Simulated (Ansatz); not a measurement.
Relaxed BAs (zinc blende):

```xyz
4
Lattice="0.0000 4.8093 4.8093 2.4047 0.0000 2.4047 2.4047 2.4047 0.0000" Properties=species:S:1:pos:R:3 pbc="T T T"
As     3.6070     3.6070     3.6070
As     3.6070     6.0117     6.0117
B      0.0000     0.0000     0.0000
B      2.4047     2.4047     4.8093
```

The atoms are displaced by Q × the pattern below (from a DFPT mode at L = (0.5, 0.0, 0.0), largest move 1; Q in Å), at fixed cell. It is one choice among 2 degenerate patterns. (q is in reciprocal vectors of the primitive cell; the cell shown is doubled to hold the pattern.)

```tsv
atom	x	y	z
As1	-0.285	0.520	-0.805
As2	0.285	-0.520	0.805
B3	0.250	-0.457	0.707
B4	-0.250	0.457	-0.707
```

All values below come from PBE (plane waves to 420 eV, PAW, scalar-relativistic; Ansatz, a first-principles code). k mesh 6×12×12 (Γ-centred), Fermi-Dirac smearing 0.05 eV. E stands for the smeared free energy. BAs was relaxed with its symmetry unable to fall. The zero of ΔE is the undisplaced structure.

| Q (Å) | ΔE (meV/cell) |
|---|---|
| -0.2800 | 473 |
| -0.2333 | 327 |
| -0.1867 | 208 |
| -0.1400 | withheld |
| -0.0933 | 52 |
| -0.0467 | 13 |
| 0.0000 | 0 |
| 0.0467 | 13 |
| 0.0933 | 52 |
| 0.1400 | withheld |
| 0.1867 | 208 |
| 0.2333 | 327 |
| 0.2800 | 473 |

Problem. Fit an even polynomial form (powers 2, 4) to the given rows and predict ΔE at Q = 0.1400.

Solution. Least squares on the 11 given rows: ΔE = (5932)·Q² + (1303)·Q⁴, in meV/cell with Q in Å; root-mean-square residual 0.2 meV/cell. At 0.1400 the fit gives 117 meV/cell; the calculation gives 116 meV/cell, so the interpolation is off by 1 (+0.9 %). The quadratic term alone would give 116 meV/cell.

(A displaced cell: forces are minus the slopes of the energy, force constants its curvatures, and phonons follow from these.)
